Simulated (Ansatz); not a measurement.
## TaB₂Au, a known structure type with other elements, at an estimated volume

```
Au Ta B
1.0
     6.48918    0.00000    0.00000
     0.00000    3.33428    0.00000
     0.00000    0.00000    8.77720
Au Ta B
4 4 8
Direct
  0.00800 0.25000 0.61800
  0.49200 0.75000 0.11800
  0.50800 0.25000 0.88200
  0.99200 0.75000 0.38200
  0.13500 0.25000 0.13000
  0.36500 0.75000 0.63000
  0.63500 0.25000 0.37000
  0.86500 0.75000 0.87000
  0.17500 0.25000 0.84000
  0.32500 0.75000 0.34000
  0.67500 0.25000 0.66000
  0.82500 0.75000 0.16000
  0.24200 0.25000 0.40400
  0.25800 0.75000 0.90400
  0.74200 0.25000 0.09600
  0.75800 0.75000 0.59600
```

Level: r2SCAN, no spin polarisation; 500 eV; 4×8×3 Γ-centred mesh; cold occupations (width 0.2393 eV); Ansatz 0.2.0, fixed geometry.

(1) Which element gives electrons and which takes them?

(2) Is it stable against the elements?

(3) What does the stress say?

(4) What happens at the Fermi level?

Origin: a known structure type with other elements, at an estimated volume, so it need not be a known compound. Caveats: atoms or cell far from equilibrium; wide smearing.

Results:

(1) Bader charges in e: Ta +1.55, B -0.50 to -0.38, Au -0.67. In the mean Ta gives up most and Au takes most.

(2) 0.10 eV an atom against the elements' usual phases (free molecules for gases, crystals otherwise, with no correction for O₂ or N₂), so at this geometry it isn't bound against them. Relaxing would lower it.

(3) The pressure is -6.6 GPa (compression positive), so with the atoms held at these fractions the cell would first shrink; the forces are large, so a full relaxation may end otherwise. The principal stresses -12.2, -9.2, 1.6 GPa differ, so its shape would change too.

(4) It is a metal, with about 2.7 states/eV a cell as the mean within 0.25 eV of the Fermi level, mostly Ta d (70 %) and B p (15 %).
